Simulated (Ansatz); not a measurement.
PbSe:
```yaml
crystal:
  lattice:
    - [0.00000, 6.62146, 3.08529]
    - [3.08529, 0.00000, 3.08529]
    - [3.08529, 6.62146, 0.00000]
  atoms:
    - { symbol: Pb, position: [0.13361, 0.84907, 0.15093] }
    - { symbol: Pb, position: [0.84907, 0.13361, 0.86639] }
    - { symbol: Se, position: [0.63893, 0.34438, 0.65562] }
    - { symbol: Se, position: [0.34438, 0.63893, 0.36107] }
```

Relaxed with r²SCAN+D4. Special points in fractions of this cell's reciprocal vectors: Γ (0.000, 0.000, 0.000); Y (0.500, 0.000, 0.500); C0 (0.500, 0.446, 0.946); A0 (0.500, 0.554, 0.054); Z (0.500, 0.500, 0.000); B0 (0.750, 0.500, 0.250); D0 (0.250, 0.500, 0.750); T (0.000, 0.500, 0.500); G0 (0.054, 0.554, 0.500); H0 (0.946, 0.446, 0.500); L (0.500, 0.500, 0.500).

List the band energies nearest the valence-band maximum at these points for DFT-r²SCAN+D4 in the program Ansatz with PAW potentials.

In eV from the valence-band maximum; about four levels below and three above (degenerate sets whole), none deeper than 8.9 eV; points with the same levels are listed once.

```csv
k,below,above
Γ,-2.77 -2.77 -1.85 -1.85 -0.08,4.27 4.70 4.70
Y,-2.60 -1.64 -1.64 -1.11,0.84 4.50 5.28 5.28
C0,-3.12 -2.96 -2.36 -1.19,2.53 4.57 4.73
Z,-3.33 -3.00 -2.39 -1.14,2.69 4.53 4.84
B0,-3.15 -3.15 -1.88 -1.81,3.33 4.72 4.72
L,-1.37 -1.26 -0.62 -0.26,1.46 1.95 2.31
```

Space group I4/mmm. The workflow started from a Materials Project entry (that database holds measured and hypothetical structures alike); the Crystallography Open Database copy checked does not list it. It is not the phase usual at ambient conditions (space group No. 225). Symmetry was held in the r²SCAN+D4 relaxation; whether a distortion lowers the energy is not shown. Point labels and valley counts follow the cell and symmetry of the run, lower than the named group. Scalar-relativistic: spin–orbit coupling is off unless named, which matters more the heavier the elements.

Potentials: the later of the program's two PAW sets.
